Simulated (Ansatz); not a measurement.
**ZnHgTe₂: computed property card**

ZnHgTe2:
```xyz
4
Lattice="2.1957 1.2677 7.1944 -2.1957 1.2677 7.1944 0.0000 -2.5353 7.1944" Properties=species:S:1:pos:R:3 pbc="T T T"
Zn     0.0000     0.0000    10.7672
Hg     0.0000     0.0000     0.0444
Te     0.0000     0.0000     2.8060
Te     0.0000     0.0000    13.3616
```

Space group R3m (No. 160); conventional cell a = 4.391 Å, b = 4.391 Å, c = 21.583 Å, α = 90.00°, β = 90.00°, γ = 120.00°.

Method: LDA in the plane-wave PAW code Ansatz. Geometry: relaxed at this level of theory. Other levels are named where they apply.

**Cell and energy**

| Property | Value |
|---|---|
| Volume per atom | 30.04 Å³ |
| Density | 7.20 g/cm³ |
| Formation energy from the elements (no fitted shifts) | -0.24 eV/atom |

**Electronic structure**

| Property | Result |
|---|---|
| Electronic character | no gap, with almost no states at the Fermi level (zero-gap or semimetallic) |
| Density of states at the Fermi level | 0.00 states/eV per atom (mean over ±0.08 eV) |

**Mechanics**

| Item | Value |
|---|---|
| Bulk modulus (Birch–Murnaghan fit) | 50.0 GPa |
| Pressure derivative B′ | 4.8 |

The first step of the workflow began from a Materials Project structure, measured or hypothetical; the Crystallography Open Database copy checked does not list it. Whether it is the stable phase at ambient conditions was not checked. The LDA relaxation kept the symmetry of its start; its stability against distortions is not shown here. The references are the lowest solids computed at this level, not always the standard phases. Spin–orbit coupling is left out wherever it is not named.

Potentials: the later of the program's two PAW sets.
